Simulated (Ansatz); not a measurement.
Input and command of a calculation in Ansatz (plane waves; scalar-relativistic PAW potentials unless the input names others):

```yaml
crystal:
  lattice:
    - [2.8362844918, 0.0, 0.0]
    - [-1.4181422459, 2.4562944222, 0.0]
    - [0.0, 0.0, 37.6442989108]
  atoms:
    - { symbol: Al, position: [0.3333333333, 0.6666666667, 0.2257978033] }
    - { symbol: Al, position: [0.0, 0.0, 0.2877072406] }
    - { symbol: Al, position: [0.6666666667, 0.3333333333, 0.3496166779] }
    - { symbol: Al, position: [0.0, 0.0, 0.4115261153] }
    - { symbol: Al, position: [0.3333333333, 0.6666666667, 0.4728790065] }
    - { symbol: Al, position: [0.0, 0.0, 0.5343092819] }
    - { symbol: Al, position: [0.6666666667, 0.3333333333, 0.5963573292] }
    - { symbol: Al, position: [0.0, 0.0, 0.657733281] }
    - { symbol: Al, position: [0.3333333333, 0.6666666667, 0.7176403487] }
    - { symbol: "N", position: [0.3333333333, 0.6666666667, 0.7662035138] }
basis:
  ecutwfc: 420
kpoints:
  mp_grid: { grid: [12, 12, 1] }
hamiltonian:
  xc: pbesol
scf:
  occupations: { method: gaussian, width: 0.1 }
output:
  forces: true
  eigenvalues: true
efield:
  axis: 3
  dipole_correction: true
  ramp_width: 0.04
total_charge: 1
```

```bash
ansatz run input.yaml --threads 1 --pin off --max-ram 2560MiB --backend cpu --events-out ev --progress --plain --runs-dir out
```

Abridged log:
```
Error: efield: with total_charge ≠ 0 without external_charges — the saw-weighted dipole of a charged cell depends on the ramp position (the isolated-slab reference a dipole correction restores does not exist for a charged slab), so the field energy is ill-defined under the jellium convention; neutralise the cell or drop the efield: block, which crystal.periodic lets a charged slab do
```

Apart from outputs, empty bands and the relaxation, which only the reference makes, the input differs from a reference run on usual settings in total_charge: not typed → 1. The reference, at the same geometry, ended its own course with largest force 0.091 eV/Å, no gap on the mesh. The program refused this input.